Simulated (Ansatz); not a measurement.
NiBi3:
```
CELL_PARAMETERS angstrom
      4.70454     0.00000     0.00000
      0.00000     4.70454     0.00000
      0.00000     0.00000     4.70454
ATOMIC_POSITIONS crystal
  Bi 0.00000 0.50000 0.50000
  Bi 0.50000 0.50000 0.00000
  Bi 0.50000 0.00000 0.50000
  Ni 0.00000 0.00000 0.00000
```

Relaxed with r²SCAN. Special points in fractions of this cell's reciprocal vectors: Γ (0.000, 0.000, 0.000); X (0.000, 0.500, 0.000); M (0.500, 0.500, 0.000); R (0.500, 0.500, 0.500).

**Question.** List the band energies nearest the Fermi level at these points for r²SCAN with spin–orbit coupling (plane waves, PAW; program Ansatz).

**Answer.** In eV from the Fermi level; about four levels below and three above (degenerate sets whole), none deeper than 8.9 eV; points with the same levels are listed once.

```json
[
 {"k": "Γ", "below": "-0.80 -0.80 -0.80 -0.80 -0.32 -0.32", "above": "0.72 0.72 0.72 0.72"},
 {"k": "X", "below": "-0.47 -0.47 -0.12 -0.12", "above": "0.82 0.82 1.96 1.96"},
 {"k": "M", "below": "-0.51 -0.51 -0.50 -0.50", "above": "0.36 0.36 0.52 0.52"},
 {"k": "R", "below": "-0.68 -0.68 -0.68 -0.68 -0.64 -0.64", "above": "3.86 3.86 4.01 4.01 4.01 4.01"}
]
```

Space group Pm-3m (Cu3Au type). The cell is a constructed one: a structure type filled with these elements; neither database checked (COD, Materials Project) lists it. Whether it is the stable phase at ambient conditions was not checked. The r²SCAN relaxation kept the symmetry of its start; whether a distortion lowers the energy is not shown. The workflow began spin-polarised and lost its moments. The cell computed holds one magnetic atom, so no antiferromagnetic order was within reach.

Potentials: the earlier of the program's two PAW sets.
